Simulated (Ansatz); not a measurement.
GaAs:
```cif
data_AsGa
_chemical_formula_sum 'As1 Ga1'
_space_group_name_H-M_alt 'P 1'
_space_group_IT_number 1
_cell_length_a 3.76832
_cell_length_b 3.76832
_cell_length_c 3.76832
_cell_angle_alpha 60.000
_cell_angle_beta 60.000
_cell_angle_gamma 60.000
loop_
_space_group_symop_operation_xyz
  'x, y, z'
loop_
_atom_site_label
_atom_site_type_symbol
_atom_site_fract_x
_atom_site_fract_y
_atom_site_fract_z
_atom_site_occupancy
As1 As 0.00000 0.00000 0.00000 1
Ga1 Ga 0.50000 0.50000 0.50000 1
```

Relaxed with r²SCAN.

Question: Which orbitals make up the states near the Fermi level in the program Ansatz at the r²SCAN level (PAW)?

Answer: Within 0.5 eV of the Fermi level: As 4p 68 %, Ga 4p 17 %, Ga 4s 10 %. Projections are on Löwdin-orthogonalised atomic valence shells; empty p or d shells of many metals are not among them.

Question: Tabulate the density of states.

Answer: States/eV per cell of 2 atoms, in 0.25 eV bins, energy from the Fermi level.

```tsv
E (eV)	total	As 4p	Ga 4p	Ga 4s
-7.85	0.19	0.10	0.00	0.08
-7.60	0.32	0.16	0.01	0.14
-7.35	0.44	0.21	0.02	0.19
-7.10	0.57	0.26	0.03	0.24
-6.85	0.78	0.35	0.04	0.34
-6.60	0.87	0.38	0.05	0.38
-6.35	0.79	0.33	0.05	0.33
-6.10	0.73	0.30	0.06	0.29
-5.85	0.76	0.34	0.11	0.23
-5.60	0.62	0.28	0.11	0.14
-5.35	0.41	0.19	0.05	0.10
-5.10	0.51	0.24	0.09	0.12
-4.85	0.55	0.26	0.12	0.11
-4.60	0.61	0.30	0.15	0.11
-4.35	0.63	0.31	0.16	0.11
-4.10	0.66	0.34	0.18	0.10
-3.85	0.69	0.36	0.19	0.10
-3.60	0.73	0.39	0.21	0.08
-3.35	0.76	0.42	0.22	0.07
-3.10	0.83	0.47	0.24	0.07
-2.85	0.98	0.58	0.29	0.06
-2.60	1.05	0.64	0.31	0.06
-2.35	1.02	0.63	0.29	0.06
-2.10	0.99	0.61	0.27	0.06
-1.85	0.98	0.62	0.26	0.06
-1.60	0.97	0.62	0.25	0.06
-1.35	0.95	0.62	0.23	0.06
-1.10	0.95	0.62	0.22	0.06
-0.85	0.94	0.62	0.21	0.07
-0.60	0.95	0.64	0.19	0.07
-0.35	0.94	0.64	0.18	0.08
-0.10	0.99	0.69	0.17	0.09
0.15	1.04	0.75	0.15	0.09
0.40	0.65	0.40	0.12	0.10
0.65	0.37	0.12	0.11	0.11
0.90	0.39	0.12	0.12	0.12
1.15	0.44	0.13	0.14	0.13
1.40	0.49	0.15	0.15	0.14
1.65	0.55	0.18	0.17	0.16
1.90	0.66	0.23	0.19	0.19
2.15	0.97	0.37	0.25	0.27
2.40	0.75	0.28	0.21	0.21
2.65	0.41	0.10	0.17	0.11
2.90	0.37	0.08	0.15	0.09
3.15	0.42	0.11	0.14	0.10
3.40	0.48	0.07	0.26	0.06
3.65	0.53	0.04	0.38	0.02
3.90	0.80	0.06	0.60	0.02
4.15	0.95	0.09	0.62	0.02
4.40	1.02	0.11	0.61	0.02
4.65	1.04	0.13	0.56	0.03
```

Space group Fm-3m (rock salt). The start of the workflow was typed in or built on a structure type; neither database checked (COD, Materials Project) lists it. It is not the phase usual at ambient conditions (space group No. 216). The r²SCAN relaxation kept the symmetry of its start; whether a distortion lowers the energy is not shown. Spin–orbit coupling is left out wherever it is not named.

Potentials: the later of the program's two PAW sets.
